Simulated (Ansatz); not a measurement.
Computed with Ansatz 0.2.0, DFT PBE, scalar-relativistic, plane waves, PAW. All cells share a 420 eV cutoff and Γ-centred k meshes spaced at most about 0.3 Å⁻¹ (about 0.25 or finer for metals, 2π included). No spin polarisation in the final relaxations.

Temperature and zero-point effects are left out.

Two forms of NaHgH2 were relaxed alike.

1.

Space group P4/mmm (No. 123). a = 3.738 Å, b = 3.738 Å, c = 4.215 Å, α = 90.00°, β = 90.00°, γ = 90.00°
```tsv
atom	site	symmetry	x	y	z
Na	1a	4/mmm	0.0000	0.0000	0.0000
Hg	1d	4/mmm	0.5000	0.5000	0.5000
H	1b	4/mmm	0.0000	0.0000	0.5000
H	1c	4/mmm	0.5000	0.5000	0.0000
```

2.

Space group P4/mmm (No. 123). a = 3.704 Å, b = 3.704 Å, c = 6.142 Å, α = 90.00°, β = 90.00°, γ = 90.00°
```tsv
atom	site	symmetry	x	y	z
Na	1b	4/mmm	0.0000	0.0000	0.5000
Hg	1a	4/mmm	0.0000	0.0000	0.0000
H	2h	4mm	0.5000	0.5000	0.4370
```

Question: Which form is favoured at zero pressure, and by what margin per atom?

Answer: Cell 2 is lower, by 46 meV/atom. Cell 1 has space group P4/mmm (No. 123), 14.7 Å³/atom and no gap on its mesh; cell 2 has space group P4/mmm (No. 123), 21.1 Å³/atom and no gap. Counting H atoms around Hg and Na (those within 1.25 times the shortest such distance or 1.15 times the sum of covalent radii; a plus sign parts nearer from farther groups; the shortest distance is added where it is long for a bond), cell 1 has Na 2, Hg 2 and cell 2 has Na 8, Hg 8+8 from 3.7 Å. Cell 2 holds H–H pairs as short as in free H₂ molecules (shortest 0.77 Å); in cell 1 the shortest H–H distance is 3.38 Å. The lower one is the more open, so pressure narrows the difference. Even the lower one lies +0.13 eV/atom against the reference forms of the elements (uncorrected), a margin that errors in the energy of the gaseous reference can exceed. Both come from invented guesses.

Spin–orbit coupling, which can matter for Hg, is left out. With hydrogen, zero-point motion can shift such differences by 10 meV/atom or more. A magnetic state wasn't ruled out in cells without spin, among them P4/mmm at 14.7 Å³/atom, P4/mmm at 21.1 Å³/atom. Cells relaxed within their symmetry can be saddle points.
